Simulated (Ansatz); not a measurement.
Consider the following.

Relaxed Ni (fcc, Cu type):

```xyz
4
Lattice="3.5184 0.0000 0.0000 0.0000 3.5184 0.0000 0.0000 0.0000 3.5184" Properties=species:S:1:pos:R:3 pbc="T T T"
Ni     0.0000     0.0000     0.0000
Ni     1.7592     1.7592     0.0000
Ni     1.7592     0.0000     1.7592
Ni     0.0000     1.7592     1.7592
```

Scan: atom 3 (Ni, nearest neighbour Ni at 2.488 Å; its periodic images, 3.5 Å or more away, move with it) is displaced along Cartesian x, direction (1.000, 0.000, 0.000) in Cartesian axes, by s. The other atoms stay.

Computed with PBE (plane waves to 420 eV, PAW, scalar-relativistic; Ansatz, a first-principles code). k mesh 11×11×11 (Γ-centred), Fermi-Dirac smearing 0.05 eV. E stands for the smeared free energy. With partly filled bands, energies and forces of such displacements shift with the k mesh and the smearing. On this mesh the relaxed cell isn't quite at rest: it carries a pressure of 0.1 GPa (compression positive) at the zero of the scan. Ni was relaxed with its symmetry unable to fall. Relaxed Ni ends ferromagnetic. The magnetic order is the one the run started from; other orders were not tried. The zero of ΔE is the undisplaced structure.

The scan covers s from -0.500 to 0.500 Å in 11 points.

Task: Is this a single well or a double well?

Result: A single well with its minimum at or next to zero displacement.

Task: Is the energy the same for equal positive and negative displacements?

Result: Even: the same for both signs. With its periodic images moving along, the atom's site symmetry in this cell is m-3m.

Task: What is the force constant k = d²E/ds² of this move at s = 0?

Result: 9.21 eV/Å².

(For displaced atoms, the force is minus the slope of the energy, and its curvature is a force constant, which sets phonon frequencies.)
